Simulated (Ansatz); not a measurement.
## Structures of CsTi₂: which is lowest?

Plane-wave DFT in Ansatz with scalar-relativistic PAW potentials, cutoff 420 eV, Γ-centred meshes chosen by cell and gap, Gaussian smearing with energies taken to zero width. Every cell was relaxed (cell and atoms) in a run of its own, within the symmetry of its start. Functional: PBE.

Relaxed structures (starts from databases or built by putting these elements on another compound's sites):
A. P6/mmm, 3 atoms in the computed cell, a = 4.540 Å, c = 6.323 Å; sites (symmetry × multiplicity) Cs 6/mmm × 1, Ti -6m2 × 2; start: built
B. Fd-3m, 6 atoms in the computed cell, a = 8.723 Å; sites (symmetry × multiplicity) Cs -43m × 8, Ti .-3m × 16; start: built

Question: Rank them by energy. Could pressure change the order?

Answer:
```csv
structure,group,E − E(lowest) (meV/atom),V (Å³/atom),gap on mesh (eV)
B,Fd-3m,0.0,27.66,0.00
A,P6/mmm,324,37.62,0.00
```

B is lowest, 324 meV/atom under A. The lowest is also the densest of these, so pressure wouldn't bring one of the others in at first order. Other structures may lie lower than all of these, and vibrations aren't counted.

Spin-orbit coupling is left out, which matters for the bands of heavy elements.